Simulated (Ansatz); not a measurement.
Polymorphs of Mg2Sn, each relaxed with DFT-PBEsol in the program Ansatz with PAW potentials:

A: Fddd, a = 5.322 Å, b = 9.518 Å, c = 10.790 Å, α = β = γ = 90.00°

B: P6_3/mmc, a = b = 5.0060 Å, c = 6.2128 Å, α = β = 90.00°, γ = 120.00°

C: cubic Laves (MgCu2 type) (Fd-3m), a = b = c = 8.238 Å, α = β = γ = 90.00°

D: C2/m, a = 11.5719 Å, b = 3.3025 Å, c = 7.9297 Å, α = 90.00°, β = 112.74°, γ = 90.00°

E: fluorite or antifluorite type (Fm-3m), a = b = c = 6.746 Å, α = β = γ = 90.00°

**Question.** Rank these by energy per atom at 0 K (lowest first), as PBEsol gives it.

**Answer.** E (+0 meV/atom), B (+58 meV/atom), A (+74 meV/atom), D (+96 meV/atom), C (+204 meV/atom)

Standing as an ambient phase not checked: A; B; C; D. Perhaps ordered models of mixed-site phases: A; B. All cells were relaxed under the symmetry of their starts (and spin orders); stability against distortions was not tested throughout. Spin–orbit coupling is left out wherever it is not named.

Energies hold the estimated change up to a 700 eV cutoff; steps of a few meV lie near the error of the meshes.

Potentials: the later of the program's two PAW sets.
